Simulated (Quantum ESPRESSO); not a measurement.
Ta6SnHf, one run as intended and one with a planted mistake

Computed values, not a measurement. The program is pw.x of Quantum ESPRESSO 7.5 (plane-wave density functional theory). The cell is made up: eight metal atoms on a face-centred cubic lattice, with elements, volume, strain and displacements drawn at random and not relaxed, so it may be unstable or far from any real phase. PseudoDojo standard norm-conserving files set the functional (PBE unless stated); there is no spin polarisation or spin-orbit coupling, the Fermi-Dirac width of 0.25 eV means electrons at about 2900 K, and the masses in the input are unused placeholders. The tin pseudopotential is less sure than most, with forces differing by about three percent from a second method on plain tin. Heavy elements are run without spin-orbit coupling, which real alloys of them have. A spin test at this wide smearing found no moment, but such smearing suppresses magnetism that the real alloy may have.

Intended input:

```
&control calculation='scf', pseudo_dir='./dojo.nc.sr.pbe.v0_5.standard.upf', outdir='./o', disk_io='minimal', tprnfor=.true., tstress=.true. /
&system ibrav=0, nat=8, ntyp=3, nbnd=69, ecutwfc=79.96652505, nosym=.true., tot_charge=0,
 occupations='smearing', smearing='fd', degauss=0.0183746611
/
&electrons conv_thr=1.470e-08, electron_maxstep=70, mixing_beta=0.5 /
ATOMIC_SPECIES
Hf 1.0 Hf.upf
Sn 1.0 Sn.upf
Ta 1.0 Ta.upf
CELL_PARAMETERS angstrom
2.2216 4.2952 2.133
2.1431 -4.2499 2.1208
2.1812 0.0104 -6.3797
ATOMIC_POSITIONS angstrom
Ta -0.0453 0.0519 0.0073
Ta 2.1873 -2.1229 -0.0463
Ta 2.2289 0.0821 -2.0993
Sn 4.4128 -2.0939 -2.0341
Ta 2.1407 0.0928 2.2597
Ta 2.1071 2.1809 -0.0505
Hf 4.3965 0.0868 -0.1703
Ta 4.3589 2.075 -2.0875
K_POINTS automatic
5 5 4 1 1 1
```

The log is shortened where brackets say so; the opening notice, blank lines, dates and the lines on written files are dropped, and the path of the files is cut. It prints rydbergs, bohrs and kilobars, and counts compression as positive stress. Its total energy is the free energy E - TS of the whole cell.

Log of the intended run:

```
     Program PWSCF v.7.5
     Parallel version (MPI & OpenMP), running on       4 processor cores
     Number of MPI processes:                 4
     Threads/MPI process:                     1
     [start-up lines left out]
     bravais-lattice index     =            0
     lattice parameter (alat)  =       9.9877  a.u.
     unit-cell volume          =    1070.2870 (a.u.)^3
     number of atoms/cell      =            8
     number of atomic types    =            3
     number of electrons       =       104.00
     number of Kohn-Sham states=           69
     kinetic-energy cutoff     =      79.9665  Ry
     charge density cutoff     =     319.8661  Ry
     scf convergence threshold =      1.5E-08
     mixing beta               =       0.5000
     number of iterations used =            8  plain     mixing
     Exchange-correlation= PBE
                           (   1   4   3   4   0   0   0)
     [axes and pseudopotential details left out]
   Cartesian axes
     site n.     atom                  positions (alat units)
         1        Ta     tau(   1) = (  -0.0085710   0.0098198   0.0013812  )
         2        Ta     tau(   2) = (   0.4138493  -0.4016645  -0.0087602  )
         3        Ta     tau(   3) = (   0.4217203   0.0155338  -0.3971992  )
         4        Sn     tau(   4) = (   0.8349263  -0.3961775  -0.3848630  )
         5        Ta     tau(   5) = (   0.4050324   0.0175583   0.4275478  )
         6        Ta     tau(   6) = (   0.3986751   0.4126384  -0.0095549  )
         7        Hf     tau(   7) = (   0.8318423   0.0164230  -0.0322217  )
         8        Ta     tau(   8) = (   0.8247282   0.3926016  -0.3949666  )
     number of k points=    50  Fermi-Dirac smearing, width (Ry)=  0.0184
                       cart. coord. in units 2pi/alat
        k(    1) = (   0.2573750  -0.0023422  -0.0155642), wk =   0.0400000
        k(    2) = (   0.4087869  -0.0035113  -0.1709111), wk =   0.0400000
     [further k points left out]
     Dense  grid:   103371 G-vectors     FFT dimensions: (  60,  60,  75)
     Estimated max dynamical RAM per process >     371.94 MB
     Estimated total dynamical RAM >       1.38 GB
     Initial potential from superposition of free atoms
     starting charge     103.9911, renormalised to     104.0000
     Starting wfcs are   79 randomized atomic wfcs
     total cpu time spent up to now is        4.4 secs
     per-process dynamical memory:   290.3 Mb
     Self-consistent Calculation
     iteration #  1     ecut=    79.97 Ry     beta= 0.50
     Davidson diagonalization with overlap
     ethr =  1.00E-02,  avg # of iterations =  2.2
     Threshold (ethr) on eigenvalues was too large:
     Diagonalizing with lowered threshold
     Davidson diagonalization with overlap
     ethr =  2.50E-04,  avg # of iterations =  5.2
     total cpu time spent up to now is       24.4 secs
     total energy              =   -1051.55746063 Ry
     estimated scf accuracy    <       0.30691935 Ry
     iteration #  2     ecut=    79.97 Ry     beta= 0.50
     Davidson diagonalization with overlap
     ethr =  2.95E-04,  avg # of iterations =  2.4
     total cpu time spent up to now is       33.8 secs
     total energy              =   -1051.50518949 Ry
     estimated scf accuracy    <       0.57991146 Ry
     [iterations 3 to 12 left out]
     iteration # 13     ecut=    79.97 Ry     beta= 0.50
     Davidson diagonalization with overlap
     ethr =  2.67E-10,  avg # of iterations =  2.9
     total cpu time spent up to now is      136.0 secs
     total energy              =   -1051.62139413 Ry
     estimated scf accuracy    <       0.00000031 Ry
     iteration # 14     ecut=    79.97 Ry     beta= 0.50
     Davidson diagonalization with overlap
     ethr =  2.67E-10,  avg # of iterations =  1.2
     total cpu time spent up to now is      143.7 secs
     End of self-consistent calculation
     [lines on levels left out]
!    total energy              =   -1051.62139416 Ry
     estimated scf accuracy    <          9.6E-09 Ry
     smearing contrib. (-TS)   =      -0.12870606 Ry
     internal energy E=F+TS    =   -1051.49268810 Ry
     The total energy is F=E-TS. E is the sum of the following terms:
     one-electron contribution =    -179.93132160 Ry
     hartree contribution      =     139.15131116 Ry
     xc contribution           =    -250.01887905 Ry
     ewald contribution        =    -760.69379861 Ry
     convergence has been achieved in  14 iterations
     Forces acting on atoms (cartesian axes, Ry/au):
     atom    1 type  3   force =     0.05325834   -0.01912943   -0.02222722
     atom    2 type  3   force =    -0.03054798    0.00889272    0.01255134
     atom    3 type  3   force =    -0.04979182   -0.03231915   -0.00169441
     atom    4 type  2   force =    -0.02050544   -0.00437389   -0.04987981
     atom    5 type  3   force =     0.02127004   -0.02272581   -0.03968484
     atom    6 type  3   force =     0.01021399    0.00614300    0.01798787
     atom    7 type  1   force =    -0.01306769   -0.01143242    0.09135210
     atom    8 type  3   force =     0.02917055    0.07494496   -0.00840503
     Total force =     0.171799     Total SCF correction =     0.000439
     Computing stress (Cartesian axis) and pressure
          total   stress  (Ry/bohr**3)                   (kbar)     P=      -15.05
  -0.00013172  -0.00008673  -0.00008133          -19.38      -12.76      -11.96
  -0.00008673  -0.00007586  -0.00003733          -12.76      -11.16       -5.49
  -0.00008133  -0.00003733  -0.00009935          -11.96       -5.49      -14.61
     init_run     :      4.23s CPU      4.37s WALL (       1 calls)
     electrons    :    138.82s CPU    139.29s WALL (       1 calls)
     forces       :      1.98s CPU      1.99s WALL (       1 calls)
     stress       :      6.74s CPU      6.87s WALL (       1 calls)
     [timing details left out]
     PWSCF        :   2m31.84s CPU   2m32.62s WALL
     JOB DONE.
```

A second run has one planted mistake: the cell and the positions are scaled by a wrong factor. The input lines that differ:

```
- 2.2216 4.2952 2.133
- 2.1431 -4.2499 2.1208
- 2.1812 0.0104 -6.3797
+ 2.2616 4.3725 2.1714
+ 2.1817 -4.3264 2.159
+ 2.2205 0.0106 -6.4945
- Ta -0.0453 0.0519 0.0073
- Ta 2.1873 -2.1229 -0.0463
- Ta 2.2289 0.0821 -2.0993
- Sn 4.4128 -2.0939 -2.0341
- Ta 2.1407 0.0928 2.2597
- Ta 2.1071 2.1809 -0.0505
- Hf 4.3965 0.0868 -0.1703
- Ta 4.3589 2.075 -2.0875
+ Ta -0.0461 0.0528 0.0074
+ Ta 2.2267 -2.1611 -0.0471
+ Ta 2.269 0.0836 -2.1371
+ Sn 4.4922 -2.1316 -2.0707
+ Ta 2.1792 0.0945 2.3004
+ Ta 2.145 2.2202 -0.0514
+ Hf 4.4756 0.0884 -0.1734
+ Ta 4.4374 2.1124 -2.1251
```

Its log:

```
     Program PWSCF v.7.5
     Parallel version (MPI & OpenMP), running on       4 processor cores
     Number of MPI processes:                 4
     Threads/MPI process:                     1
     [start-up lines left out]
     bravais-lattice index     =            0
     lattice parameter (alat)  =      10.1675  a.u.
     unit-cell volume          =    1129.1367 (a.u.)^3
     number of atoms/cell      =            8
     number of atomic types    =            3
     number of electrons       =       104.00
     number of Kohn-Sham states=           69
     kinetic-energy cutoff     =      79.9665  Ry
     charge density cutoff     =     319.8661  Ry
     scf convergence threshold =      1.5E-08
     mixing beta               =       0.5000
     number of iterations used =            8  plain     mixing
     Exchange-correlation= PBE
                           (   1   4   3   4   0   0   0)
     [axes and pseudopotential details left out]
   Cartesian axes
     site n.     atom                  positions (alat units)
         1        Ta     tau(   1) = (  -0.0085682   0.0098134   0.0013754  )
         2        Ta     tau(   2) = (   0.4138550  -0.4016625  -0.0087540  )
         3        Ta     tau(   3) = (   0.4217168   0.0155379  -0.3972019  )
         4        Sn     tau(   4) = (   0.8349213  -0.3961796  -0.3848608  )
         5        Ta     tau(   5) = (   0.4050266   0.0175638   0.4275529  )
         6        Ta     tau(   6) = (   0.3986702   0.4126469  -0.0095532  )
         7        Hf     tau(   7) = (   0.8318360   0.0164300  -0.0322282  )
         8        Ta     tau(   8) = (   0.8247361   0.3926111  -0.3949716  )
     number of k points=    50  Fermi-Dirac smearing, width (Ry)=  0.0184
                       cart. coord. in units 2pi/alat
        k(    1) = (   0.2573723  -0.0023418  -0.0155636), wk =   0.0400000
        k(    2) = (   0.4087840  -0.0035111  -0.1709104), wk =   0.0400000
     [further k points left out]
     Dense  grid:   109079 G-vectors     FFT dimensions: (  60,  60,  75)
     Estimated max dynamical RAM per process >     390.77 MB
     Estimated total dynamical RAM >       1.45 GB
     Initial potential from superposition of free atoms
     starting charge     103.9911, renormalised to     104.0000
     Starting wfcs are   79 randomized atomic wfcs
     total cpu time spent up to now is        4.5 secs
     per-process dynamical memory:   304.8 Mb
     Self-consistent Calculation
     iteration #  1     ecut=    79.97 Ry     beta= 0.50
     Davidson diagonalization with overlap
     ethr =  1.00E-02,  avg # of iterations =  2.2
     Threshold (ethr) on eigenvalues was too large:
     Diagonalizing with lowered threshold
     Davidson diagonalization with overlap
     ethr =  2.54E-04,  avg # of iterations =  5.5
     total cpu time spent up to now is       25.1 secs
     total energy              =   -1051.53636922 Ry
     estimated scf accuracy    <       0.31910963 Ry
     iteration #  2     ecut=    79.97 Ry     beta= 0.50
     Davidson diagonalization with overlap
     ethr =  3.07E-04,  avg # of iterations =  2.4
     total cpu time spent up to now is       34.5 secs
     total energy              =   -1051.47536101 Ry
     estimated scf accuracy    <       0.61783892 Ry
     [iterations 3 to 14 left out]
     iteration # 15     ecut=    79.97 Ry     beta= 0.50
     Davidson diagonalization with overlap
     ethr =  1.49E-11,  avg # of iterations =  5.0
     total cpu time spent up to now is      156.6 secs
     total energy              =   -1051.59947719 Ry
     estimated scf accuracy    <       0.00000003 Ry
     iteration # 16     ecut=    79.97 Ry     beta= 0.50
     Davidson diagonalization with overlap
     ethr =  1.49E-11,  avg # of iterations =  2.2
     total cpu time spent up to now is      165.4 secs
     End of self-consistent calculation
     [lines on levels left out]
!    total energy              =   -1051.59947719 Ry
     estimated scf accuracy    <          4.8E-09 Ry
     smearing contrib. (-TS)   =      -0.13537043 Ry
     internal energy E=F+TS    =   -1051.46410676 Ry
     The total energy is F=E-TS. E is the sum of the following terms:
     one-electron contribution =    -199.14375524 Ry
     hartree contribution      =     144.48742924 Ry
     xc contribution           =    -249.56593406 Ry
     ewald contribution        =    -747.24184670 Ry
     convergence has been achieved in  16 iterations
     Forces acting on atoms (cartesian axes, Ry/au):
     atom    1 type  3   force =     0.04444951   -0.01395438   -0.02303645
     atom    2 type  3   force =    -0.02542332    0.00665988    0.01325227
     atom    3 type  3   force =    -0.04107291   -0.02401001    0.00039843
     atom    4 type  2   force =    -0.01668700   -0.00437874   -0.04263587
     atom    5 type  3   force =     0.01945488   -0.01700975   -0.02946343
     atom    6 type  3   force =     0.00812348    0.00322355    0.01374265
     atom    7 type  1   force =    -0.01282335   -0.01003482    0.07780530
     atom    8 type  3   force =     0.02397870    0.05950427   -0.01006289
     Total force =     0.142420     Total SCF correction =     0.000177
     Computing stress (Cartesian axis) and pressure
          total   stress  (Ry/bohr**3)                   (kbar)     P=      -91.16
  -0.00065504  -0.00007132  -0.00006448          -96.36      -10.49       -9.49
  -0.00007132  -0.00059506  -0.00003661          -10.49      -87.54       -5.39
  -0.00006448  -0.00003661  -0.00060888           -9.49       -5.39      -89.57
     init_run     :      4.31s CPU      4.46s WALL (       1 calls)
     electrons    :    160.32s CPU    160.83s WALL (       1 calls)
     forces       :      2.08s CPU      2.09s WALL (       1 calls)
     stress       :      7.10s CPU      7.23s WALL (       1 calls)
     [timing details left out]
     PWSCF        :   2m53.89s CPU   2m54.71s WALL
     JOB DONE.
```

|  | intended run | run with the mistake |
| --- | --- | --- |
| free energy (eV) | -14308.038 | -14307.740 |
| entropy term -TS, part of it (eV) | -1.751 | -1.842 |
| pressure (GPa) | -1.51 | -9.12 |
| size of the largest force component (eV/Å) | 2.349 | 2.000 |
| largest change of a force component (eV/Å) |  | 0.397 |
| iterations | 14 | 16 |

For scale, a rerun of the intended cell at a higher cutoff and on a denser mesh moved values by no more than 0.003 eV in energy, 0.02 GPa in stress and 0.003 eV/Å in force, and a second program with other atomic files agreed on that cell to 2 % rms in force and 0.5 GPa in pressure.